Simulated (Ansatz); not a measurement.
# Relativity in GaSb

```
Ga Sb
1.0
     0.00000    3.10806    3.10806
     3.10806    0.00000    3.10806
     3.10806    3.10806    0.00000
Ga Sb
1 1
Direct
  0.00000 0.00000 0.00000
  0.25000 0.25000 0.25000
```

Atoms are numbered in the order listed.

The conventional cell has a = 6.216 Å, b = 6.216 Å, c = 6.216 Å, α = 90.00°, β = 90.00°, γ = 90.00°. Ga (atom 1) has 4 Sb at 2.69 Å as nearest neighbours. Around Sb (atom 2) lie 4 Ga at 2.69 Å.

The structure comes from a relaxation in the same program, started in the zincblende type, and has space group F-43m. Whether it is a known phase or the ground state wasn't checked.

One fixed cell is solved with PBE by all-electron LAPW in Ansatz 0.2.0 under different relativistic treatments. Pressure is positive in compression.

Sampling and basis: a Γ-centred 9×9×9 k mesh, Fermi–Dirac smearing of 0.08 eV, basis error target 1 meV/atom, no spin polarisation.

| setting | P (GPa) | gap on the k mesh (eV) |
| --- | --- | --- |
| scalar-relativistic | -0.03 | none |
| non-relativistic | 0.29 | 0.76 |
| with spin–orbit coupling | 0.02 | none |
| scalar-relativistic, inner shells corrected to Dirac | -0.03 | none |
